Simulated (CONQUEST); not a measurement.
Set-up for a self-consistent single point of Mo (Im-3m, 2 atoms in the cell; from Materials Project mp-129, changed as shown).

```yaml
crystal:
  lattice:
    - [3.23097, 0.00000, 0.00000]
    - [0.00000, 3.23097, 0.00000]
    - [0.00000, 0.00000, 3.23097]
  atoms:
    - { symbol: Mo, position: [0.00000, 0.00000, 0.00000] }
    - { symbol: Mo, position: [0.50000, 0.50000, 0.50000] }
```

All values come from this method and carry its errors: PBE, numerical atomic orbitals double-zeta with polarisation (the shipped basis), PseudoDojo norm-conserving potentials made for PBE (CONQUEST).

CONQUEST settings:

basis: DZP
Diag.MPMeshX, Y, Z: 10 10 10
potentials: PseudoDojo norm-conserving PBE
Grid.GridCutoff: 140 Ha
DM.SolutionMethod: diagon
Diag.kT: 0.003675 Ha
Diag.GammaCentred: true
minE.SCTolerance: 1.0e-06
SC.MaxIters: 100
SC.LinearMixingFactor: 0.5
SC.KerkerPreCondition: true
SC.KerkerFactor: 0.1 1/bohr
AtomMove.TypeOfRun: static

Results:

Number of valence electrons: 28
Number of bands: 38
Number of k-points after the program's reduction: 636
Size of the basis: 38
Number of SCF iterations: 6
FFT grid: 36 × 36 × 36
Free energy E − TS: -3823.9280 eV
Fermi level (on the code's own zero): -5.72 eV
Pressure: -13.82 GPa

Stress (GPa, positive for compression):
```
-13.82    0.00    0.00
  0.00  -13.82    0.00
  0.00    0.00  -13.82
```

For comparison: a first run was changed to give this one (lattice scaled by 1.02), and from it to this one the free energy rises by 38.9 meV/atom and the pressure goes from 0.03 to -13.82 GPa.

The program uses no crystal symmetry, so grid and mesh can part values that symmetry would make equal. The atom-centred basis is finite, which shifts total energies and pressures against plane waves. The structure comes from a collection of computed structures, made at another level of theory; the collection holds predicted forms beside known ones.

Cost on one core: about 4 core-minutes (a rough figure).
